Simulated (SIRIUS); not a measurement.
## Parameter sweep on WS2 (P6_3/mmc, 6 atoms in the cell; from Materials Project mp-224)

```
CELL_PARAMETERS angstrom
      3.18422     0.00000     0.00000
     -1.59211     2.75761     0.00000
      0.00000     0.00000    12.97828
ATOMIC_POSITIONS crystal
  W  0.33333 0.66667 0.25000
  W  0.66667 0.33333 0.75000
  S  0.33333 0.66667 0.62980
  S  0.66667 0.33333 0.37020
  S  0.66667 0.33333 0.12980
  S  0.33333 0.66667 0.87020
```

Base run A: LDA (PW92), PseudoDojo 0.4 standard norm-conserving LDA (tails mended) pseudopotentials run with SIRIUS, self-consistent single point.

Its settings: parameters.ngridk = 8 8 2; parameters.xc_functionals = [XC_LDA_X, XC_LDA_C_PW]; parameters.gk_cutoff = 8.367 1/bohr; parameters.pw_cutoff = 16.734 1/bohr; parameters.smearing = gaussian; parameters.smearing_width = 0.000367493 Ha; potentials = PseudoDojo 0.4 standard norm-conserving LDA (tails mended) pseudopotentials; parameters.electronic_structure_method = pseudopotential; parameters.num_bands = 31; parameters.num_mag_dims = 0; parameters.num_dft_iter = 100; parameters.energy_tol = 1e-07 Ha; parameters.density_tol = 1e-06; mixer.type = broyden2; mixer.beta = 0.5; mixer.use_hartree = false.

Spin-orbit coupling is left out, which matters for bands and gaps with elements this heavy. The structure comes from a collection of computed structures, made at another level of theory; the collection holds predicted forms beside known ones.

ΔF is the free energy per atom less that of run A. 

A variant of run A gave: the free energy goes up by 40.7 meV/atom, the pressure goes from -6.02 to -11.06 GPa and the largest force goes from 0.359 to 0.995 eV/Å.

Q: What was changed between the two runs?
A) volume scaled by 1.02
B) volume scaled by 0.98
C) volume scaled by 0.99
D) volume scaled by 1.04

A: D, volume scaled by 1.04. That run gave: ΔF (meV/atom) 40.7; pressure (GPa) -11.06; largest force (eV/Å) 0.995.

The base and the other variants:

```
change                 ΔF (meV/atom)  pressure (GPa)  largest force (eV/Å)
---------------------  -------------  --------------  --------------------
base                            0.00           -6.02                 0.359
volume scaled by 0.94           -8.8            4.01                 0.807
volume scaled by 0.96          -13.9            0.29                 0.387
volume scaled by 0.98          -10.7           -3.04                 0.000
volume scaled by 0.99           -6.2           -4.57                 0.183
volume scaled by 1.01            7.9           -7.39                 0.527
volume scaled by 1.02           17.4           -8.68                 0.690
volume scaled by 1.06           69.4          -13.18                 1.278
```

“Tails mended”: in these copies of the files the far tail of each local potential was reset to the Coulomb form.
